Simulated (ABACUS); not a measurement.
Band structure of Cd4Te3Se (Pmm2, 8 atoms in the cell; from Materials Project mp-1226783).

```yaml
crystal:
  lattice:
    - [4.57194, 0.00000, 0.00000]
    - [0.00000, 9.15408, 0.00000]
    - [0.00000, 0.00000, 6.43104]
  atoms:
    - { symbol: Cd, position: [0.00000, 0.00000, 0.97769] }
    - { symbol: Cd, position: [0.50000, 0.76250, 0.50901] }
    - { symbol: Cd, position: [0.50000, 0.23750, 0.50901] }
    - { symbol: Cd, position: [0.00000, 0.50000, 0.00598] }
    - { symbol: Te, position: [0.00000, 0.75668, 0.24978] }
    - { symbol: Te, position: [0.00000, 0.24332, 0.24978] }
    - { symbol: Te, position: [0.50000, 0.50000, 0.74712] }
    - { symbol: Se, position: [0.50000, 0.00000, 0.75165] }
```

Computed with ABACUS 3.10.1 with LDA (PW92), numerical atomic orbitals TZDP (confined pseudo-atomic orbitals with Gaussian additions; energy shift 0.01 Ry), PseudoDojo 0.4 standard norm-conserving LDA (tails mended) pseudopotentials.

Settings: basis = TZDP numerical atomic orbitals, energy shift 0.01 Ry; KPT = MP 5 3 3 0 0 0; basis_type = lcao; dft_functional = PWLDA; ecutwfc = 100 Ry; smearing_method = gaussian; smearing_sigma = 0.00146997 Ry; potentials = PseudoDojo 0.4 standard norm-conserving LDA (tails mended); symmetry = 1; symmetry_prec = 1e-05; nbands = 78; ks_solver = scalapack_gvx; scf_nmax = 100; scf_thr = 1.0e-07.

Spin-orbit coupling is left out, which matters for bands and gaps with elements this heavy. The atom-centred basis is finite, which shifts total energies, pressures and forces against plane waves. The structure comes from a collection of computed structures, made at another level of theory; the collection holds predicted forms beside known ones.

Predict the gap along the standard path and the places of the band edges.

The gap along the path is 0.35 eV, direct at Γ to within 0.01 eV.

Points are given in units of this cell's reciprocal vectors. Levels in eV from the top of the valence band on the path, bands 69 to 73:
| point | 69 | 70 | 71 | 72 | 73 |
|---|---|---|---|---|---|
| Γ (0 0 0) | -0.66 | -0.08 | -0.07 | 0.00 | 0.35 |
| X (-0.5 0 0) | -1.79 | -1.74 | -0.98 | -0.67 | 2.82 |
| S (-0.5 0 -0.5) | -0.99 | -0.80 | -0.78 | -0.64 | 1.55 |
| Y (0 0 -0.5) | -0.82 | -0.74 | -0.72 | -0.62 | 1.53 |
| Z (0 -0.5 0) | -0.90 | -0.67 | -0.35 | -0.06 | 1.81 |
| U (-0.5 -0.5 0) | -1.72 | -1.59 | -1.56 | -1.43 | 3.31 |
| R (-0.5 -0.5 -0.5) | -1.42 | -1.31 | -1.18 | -1.11 | 3.00 |
| T (0 -0.5 -0.5) | -0.86 | -0.79 | -0.77 | -0.76 | 2.10 |

Higher empty bands are left out: an atom-centred basis made for the valence describes them poorly.

The atomic orbitals were generated for these runs; they are not ABACUS's published sets and were checked against plane waves on a few crystals only.

“Tails mended”: in these copies of the files the far tail of each local potential was reset to the Coulomb form.
